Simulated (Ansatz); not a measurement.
GaS (beta-GaS type, space group P6_3/mmc)

```
CELL_PARAMETERS angstrom
      3.59064     0.00000     0.00000
     -1.79532     3.10958     0.00000
      0.00000     0.00000    15.44873
ATOMIC_POSITIONS crystal
  Ga 0.33333 0.66667 0.17077
  Ga 0.66667 0.33333 0.67077
  Ga 0.66667 0.33333 0.82923
  Ga 0.33333 0.66667 0.32923
  S  0.33333 0.66667 0.60035
  S  0.66667 0.33333 0.10035
  S  0.66667 0.33333 0.39965
  S  0.33333 0.66667 0.89965
```

This relaxed cell (volume V₀) is scaled evenly in all directions, its shape held. The atoms relax within the cell's symmetry.

Level of theory: PBE-D3(BJ) (plane waves to 420 eV, PAW, scalar-relativistic; Ansatz, a first-principles code). k mesh 11×11×3 (Γ-centred), Fermi-Dirac smearing 0.05 eV. E stands for the smeared free energy. Compression counts positive. With the shape held, the modulus is that of even scaling; a crystal free to change shape is softer. GaS was relaxed with its symmetry unable to fall. ΔE is measured from the relaxed starting cell.

```json
[
 {"V (Å³/cell)": "162.14", "ΔE (eV/atom)": "0.0108", "P (GPa)": "2.86"},
 {"V (Å³/cell)": "164.21", "ΔE (eV/atom)": "0.0067", "P (GPa)": "2.20"},
 {"V (Å³/cell)": "166.28", "ΔE (eV/atom)": "0.0037", "P (GPa)": "1.59"},
 {"V (Å³/cell)": "168.35", "ΔE (eV/atom)": "0.0016", "P (GPa)": "1.02"},
 {"V (Å³/cell)": "170.42", "ΔE (eV/atom)": "0.0004", "P (GPa)": "0.49"},
 {"V (Å³/cell)": "172.49", "ΔE (eV/atom)": "0.0000", "P (GPa)": "0.00"},
 {"V (Å³/cell)": "174.56", "ΔE (eV/atom)": "0.0004", "P (GPa)": "-0.46"},
 {"V (Å³/cell)": "176.63", "ΔE (eV/atom)": "0.0015", "P (GPa)": "-0.89"},
 {"V (Å³/cell)": "178.70", "ΔE (eV/atom)": "0.0032", "P (GPa)": "-1.29"},
 {"V (Å³/cell)": "180.77", "ΔE (eV/atom)": "0.0056", "P (GPa)": "-1.66"},
 {"V (Å³/cell)": "182.84", "ΔE (eV/atom)": "0.0086", "P (GPa)": "-2.00"}
]
```

Key numbers:

Pressure at the smallest volume: 2.86 GPa
Energy cost of the largest compression: 10.8 meV/atom
Energy cost of the largest expansion: 8.6 meV/atom
Bulk modulus at fixed cell shape B₀ (third-order Birch-Murnaghan fit): 39.6 GPa
Pressure derivative B₀′ (fit): 5.0
Equilibrium volume of the fit: 21.56 Å³/atom
Pressure for 5 % compression (fit): 2.3 GPa

(Under strain, the slope of the energy per volume gives the stress and its curvature an elastic modulus.)
